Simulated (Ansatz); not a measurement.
TaSi$_{2}$:
```cif
data_Si6Ta3
_chemical_formula_sum 'Si6 Ta3'
_space_group_name_H-M_alt 'P6222'
_space_group_IT_number 180
_space_group_name_Hall 'P 62 2 (0 0 4)'
_cell_length_a 4.73150
_cell_length_b 4.73150
_cell_length_c 6.51827
_cell_angle_alpha 90.000
_cell_angle_beta 90.000
_cell_angle_gamma 120.000
loop_
_atom_site_label
_atom_site_type_symbol
_atom_site_symmetry_multiplicity
_atom_site_Wyckoff_symbol
_atom_site_fract_x
_atom_site_fract_y
_atom_site_fract_z
_atom_site_occupancy
Si1 Si 6 j 0.31880 0.15940 0.16667 1
Ta1 Ta 3 d 0.50000 0.00000 0.50000 1
```

Relaxed with LDA.

Q: Which orbitals make up the states near the Fermi level in the program Ansatz at the LDA level (PAW)?

A: Within 0.5 eV of the Fermi level: Ta 5d 68 %, Si 3p 23 %. Projections are on Löwdin-orthogonalised atomic valence shells; empty p or d shells of many metals are not among them.

Q: Tabulate the density of states.

A: States/eV per cell of 9 atoms, in 0.25 eV bins, energy from the Fermi level.

| E (eV) | total | Ta 5d | Si 3p | Si 3s |
|---|---|---|---|---|
| -7.85 | 2.84 | 0.61 | 0.85 | 1.18 |
| -7.60 | 2.10 | 0.46 | 0.62 | 0.88 |
| -7.35 | 2.15 | 0.44 | 0.67 | 0.88 |
| -7.10 | 2.97 | 0.65 | 0.92 | 1.19 |
| -6.85 | 2.18 | 0.49 | 0.69 | 0.84 |
| -6.60 | 1.52 | 0.35 | 0.59 | 0.47 |
| -6.35 | 1.55 | 0.35 | 0.73 | 0.33 |
| -6.10 | 2.17 | 0.49 | 1.18 | 0.30 |
| -5.85 | 3.43 | 0.78 | 2.03 | 0.33 |
| -5.60 | 3.67 | 0.91 | 2.09 | 0.43 |
| -5.35 | 4.48 | 1.07 | 2.68 | 0.44 |
| -5.10 | 2.16 | 0.55 | 1.15 | 0.30 |
| -4.85 | 3.29 | 0.88 | 1.79 | 0.36 |
| -4.60 | 3.66 | 1.07 | 1.95 | 0.36 |
| -4.35 | 3.57 | 1.10 | 1.80 | 0.36 |
| -4.10 | 2.83 | 0.90 | 1.37 | 0.33 |
| -3.85 | 3.22 | 1.07 | 1.54 | 0.39 |
| -3.60 | 3.50 | 1.13 | 1.71 | 0.45 |
| -3.35 | 4.11 | 1.45 | 1.93 | 0.48 |
| -3.10 | 4.92 | 1.93 | 2.28 | 0.43 |
| -2.85 | 7.40 | 3.13 | 3.45 | 0.46 |
| -2.60 | 7.17 | 3.27 | 3.30 | 0.31 |
| -2.35 | 11.33 | 5.61 | 4.99 | 0.31 |
| -2.10 | 11.17 | 5.71 | 4.79 | 0.26 |
| -1.85 | 5.85 | 2.87 | 2.50 | 0.23 |
| -1.60 | 4.98 | 2.69 | 1.84 | 0.24 |
| -1.35 | 3.75 | 2.27 | 1.16 | 0.17 |
| -1.10 | 2.74 | 1.75 | 0.76 | 0.12 |
| -0.85 | 1.89 | 1.24 | 0.50 | 0.08 |
| -0.60 | 1.69 | 1.12 | 0.43 | 0.07 |
| -0.35 | 1.65 | 1.13 | 0.38 | 0.07 |
| -0.10 | 3.33 | 2.24 | 0.83 | 0.09 |
| 0.15 | 3.34 | 2.28 | 0.73 | 0.13 |
| 0.40 | 1.82 | 1.27 | 0.36 | 0.08 |
| 0.65 | 2.00 | 1.42 | 0.34 | 0.09 |
| 0.90 | 2.08 | 1.42 | 0.35 | 0.15 |
| 1.15 | 2.06 | 1.29 | 0.39 | 0.21 |
| 1.40 | 3.37 | 1.32 | 1.08 | 0.70 |
| 1.65 | 2.56 | 1.00 | 0.82 | 0.48 |
| 1.90 | 5.21 | 2.13 | 1.70 | 0.74 |
| 2.15 | 4.11 | 1.77 | 1.30 | 0.55 |
| 2.40 | 6.66 | 3.15 | 1.82 | 0.76 |
| 2.65 | 6.57 | 2.81 | 1.80 | 0.79 |
| 2.90 | 6.50 | 2.71 | 1.66 | 0.87 |
| 3.15 | 5.79 | 2.20 | 1.54 | 0.66 |
| 3.40 | 5.73 | 2.14 | 1.55 | 0.66 |
| 3.65 | 6.31 | 2.64 | 1.57 | 0.69 |
| 3.90 | 7.48 | 3.16 | 1.89 | 0.93 |
| 4.15 | 7.10 | 3.09 | 1.67 | 0.94 |
| 4.40 | 6.78 | 2.79 | 1.63 | 0.94 |
| 4.65 | 6.13 | 2.29 | 1.81 | 0.78 |

Space group P6_222. The LDA relaxation kept the symmetry of its start. No spin polarisation was allowed. Scalar-relativistic: spin–orbit coupling is off unless named, which matters more the heavier the elements.

Potentials: the later of the program's two PAW sets.
